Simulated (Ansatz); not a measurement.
**Question.** Zn (hcp (Mg type), P6_3/mmc) is relaxed with the program Ansatz at the LDA level (PAW). What lattice parameters of the conventional cell result?

**Answer.** a = 2.550 Å, c = 4.863 Å.

Its a lies over 2 % below tabulated measurements.

The cell was relaxed with LDA under the symmetry of its start. Axis ratios of metals converge slowly with the k-mesh, so a and c are less sure than the volume.

Potentials: the later of the program's two PAW sets.
